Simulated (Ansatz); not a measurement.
A geometry of SiS$_{2}$ away from equilibrium: step 2 of the relaxation of a relaxed SiS2 cell, doubled along one cell vector, shaken by Gaussian noise of σ = 0.08 Å a coordinate. The numbers are results of r2SCAN (plane waves to 500 eV, PAW, scalar-relativistic; Ansatz, an electronic-structure program), not measurements. Γ-centred k-mesh 3×6×5 on the run's cell (coarser than for final values), Fermi–Dirac smearing 0.05 eV.

```xyz
12
Lattice="-5.8267 9.9377 5.5188 2.9103 -4.9815 2.7787 2.8936 4.9699 -2.7820" Properties=species:S:1:pos:R:3:forces:R:3 pbc="T T T" free_energy=-9811.605 pressure_GPa=-1.0
S      1.7583     3.8542     2.7956   -0.2768   -0.2814    0.3098
S     -1.1137     8.7977     5.4980   -0.2910   -0.3073   -0.0842
S      1.1613    -1.2079     2.7766   -0.5792    0.5713    0.1119
S     -1.6504     3.8361     5.5117   -0.8396    0.8752   -0.0713
S      1.6556     6.1152    -0.0226    0.4035   -0.5223    0.0364
S     -1.2229    11.1265     2.7433    0.7570   -0.6170   -0.0925
S      1.0939     1.1724     0.0249    0.1182    0.0070   -0.0762
S     -1.7802     6.1284     2.7193    0.0260    0.0689   -0.5652
Si    -0.0918    -0.0564     4.0971    0.7895    0.5236    0.8879
Si    -2.9062     4.9740     6.8426    0.1966    0.0890    1.0055
Si    -0.0010    -0.0102     1.4459    0.0430    0.1263   -1.1603
Si    -2.8484     5.0550     4.1667   -0.3473   -0.5335   -0.3019
```

Positions in Å, forces in eV/Å, free energy of the cell in eV (comparable only within this code, potentials and settings). Largest force: 1.30 eV/Å, on Si9 (atoms numbered as listed); the geometry lies 0.03 eV/atom above the end of its relaxation.

No spin polarisation in the result. Without a van der Waals term the distances between weakly bound units are poorly fixed.

The end of the path is a generated cell of SiS2: the first start was made by placing the elements on the sites of a structure type, and the end was not matched to a known phase here, so it may be hypothetical.
